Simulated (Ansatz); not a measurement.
(110) slab cut from the bulk of TiSi$_{2}$, Fddd (No. 70); the slab's formula is TiSi2:

```xyz
36
Lattice="4.7597 0.0000 0.0000 0.0000 8.5162 0.0000 0.0000 0.0000 26.6802" Properties=species:S:1:pos:R:3 pbc="T T T"
Si    4.7383    6.3872    7.5000
Si    2.3584    4.2581    7.5000
Ti    3.5803    2.1291    8.1725
Ti    1.2004    0.0000    8.1725
Si    2.4223    6.3872    8.8450
Si    0.0424    4.2581    8.8450
Si    1.1790    2.1291    9.5671
Si    3.5588    0.0000    9.5671
Ti    0.0210    6.3872   10.2395
Ti    2.4009    4.2581   10.2395
Si    3.6227    2.1291   10.9120
Si    1.2429    0.0000   10.9120
Si    2.3794    6.3872   11.6341
Si    4.7593    4.2581   11.6341
Ti    1.2214    2.1291   12.3066
Ti    3.6013    0.0000   12.3066
Si    0.0634    6.3872   12.9791
Si    2.4433    4.2581   12.9791
Si    3.5798    2.1291   13.7012
Si    1.2000    0.0000   13.7012
Ti    2.4219    6.3872   14.3736
Ti    0.0420    4.2581   14.3736
Si    1.2639    2.1291   15.0461
Si    3.6437    0.0000   15.0461
Si    0.0205    6.3872   15.7682
Si    2.4004    4.2581   15.7682
Ti    3.6223    2.1291   16.4407
Ti    1.2424    0.0000   16.4407
Si    2.4643    6.3872   17.1132
Si    0.0844    4.2581   17.1132
Si    1.2210    2.1291   17.8353
Si    3.6008    0.0000   17.8353
Ti    0.0630    6.3872   18.5078
Ti    2.4429    4.2581   18.5078
Si    3.6647    2.1291   19.1802
Si    1.2849    0.0000   19.1802
```

Theory: Ansatz 0.2.0, DFT r2SCAN, scalar-relativistic, plane waves, PAW. Plane waves to 500 eV, a k mesh through Γ of 7×4×1 on the computed 36-atom cell and Gaussian smearing (0.10 eV); no spin polarisation. A dipole correction removes the field between periodic images along c.

Question: What forces act on the atoms?

Answer:
```tsv
atom	Fx (eV/Å)	Fy (eV/Å)	Fz (eV/Å)
Si1	0.030	-0.214	0.756
Si2	0.030	0.214	0.756
Ti3	-0.085	0.040	0.568
Ti4	-0.085	-0.040	0.568
Si5	-0.048	-0.199	-0.318
Si6	-0.048	0.199	-0.318
Si7	0.026	-0.087	-0.835
Si8	0.026	0.087	-0.835
Ti9	0.061	-0.093	0.009
Ti10	0.061	0.093	0.009
Si11	0.013	0.059	-0.145
Si12	0.013	-0.059	-0.145
Si13	-0.040	0.043	-0.023
Si14	-0.040	-0.043	-0.023
Ti15	0.045	0.072	-0.117
Ti16	0.045	-0.072	-0.117
Si17	0.008	0.011	0.015
Si18	0.008	-0.011	0.015
Si19	-0.008	0.011	-0.015
Si20	-0.008	-0.011	-0.015
Ti21	-0.045	0.072	0.117
Ti22	-0.045	-0.072	0.117
Si23	0.040	0.043	0.023
Si24	0.040	-0.043	0.023
Si25	-0.013	0.059	0.145
Si26	-0.013	-0.059	0.145
Ti27	-0.061	-0.093	-0.009
Ti28	-0.061	0.093	-0.009
Si29	-0.026	-0.087	0.835
Si30	-0.026	0.087	0.835
Si31	0.048	-0.199	0.318
Si32	0.048	0.199	0.318
Ti33	0.085	0.040	-0.568
Ti34	0.085	-0.040	-0.568
Si35	-0.030	-0.214	-0.756
Si36	-0.030	0.214	-0.756
```

Cost: 1 run of about 9.4 core-minutes, on Intel Xeon Platinum 8488C (Sapphire Rapids) (shared hosts).